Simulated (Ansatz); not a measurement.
In PBE+D3(BJ) in the plane-wave PAW code Ansatz, BAs in the orthorhombic phase (Pnma; B on 4c, As on 4c) relaxes to a = 6.539 Å, b = 3.413 Å, c = 5.683 Å. Its formation energy from the elements is 25 kJ/mol-atom, with no fitted shifts.

It is gapped at this level: 0.44 eV (indirect). Gap from PBE+D3(BJ) with spin–orbit coupling: 0.44 eV. The hole mass is 0.15, 0.47, 0.88 mₑ (principal values).

An equation-of-state fit gives a bulk modulus of 101 GPa.

The start of the workflow was typed in or built on a structure type; neither database checked (COD, Materials Project) lists it. It is not the phase usual at ambient conditions (space group No. 216). The PBE+D3(BJ) relaxation kept the symmetry of its start; its stability against distortions is not shown here. The volume moved by 25 % from the start of the relaxation. Its formation energy is positive at this level, so the cell may be metastable or incomplete. The references are the lowest solids computed at this level, not always the standard phases. Spin–orbit coupling is left out wherever it is not named.

Potentials: the earlier of the program's two PAW sets.
